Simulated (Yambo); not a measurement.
G0W0@LDA for RbO₂H₃ (space group Cmc2_1, No. 36) in Yambo. Reference settings: 4×4×2 Γ-centred k mesh, 147 bands and a 6 Ry block in the screening, 147 bands in G with the Bruneval-Gonze terminator, plasmon pole fitted at 27.2 eV. The LDA gap (0.25, -0.5, 0) → Γ on this mesh is 4.27 eV; G0W0 gaps are taken between the same points.

The settings were changed. The gap went from 7.18 eV to 7.29 eV, and the shift of the valence edge from -1.61 eV to -1.62 eV.

Problem. Name the change that produced these shifts.
(A) 85 bands in W, 85 bands in G, 3 Ry block
(B) 42 bands in W, 42 bands in G, 2 Ry block
(C) 42 bands in W, 42 bands in G, 4 Ry block
(D) 42 bands in W, 42 bands in G, 3 Ry block

Solution. A, 85 bands in W, 85 bands in G, 3 Ry block. The others gave (gap, valence shift): 42 bands in W, 42 bands in G, 2 Ry block: 8.27, -1.96 eV; 42 bands in W, 42 bands in G, 3 Ry block: 8.08, -1.74 eV; 42 bands in W, 42 bands in G, 4 Ry block: 7.98, -1.61 eV.

Geometry of the Materials Project entry, not relaxed at this level; primitive cell a = 5.833 Å, b = 5.833 Å, c = 5.940 Å, α = 90.00°, β = 90.00°, γ = 137.57°.

The structure is a Materials Project entry; no match was found in the copy of COD used, and its stability was not checked.

A shift is the quasiparticle energy of the state minus its LDA energy.
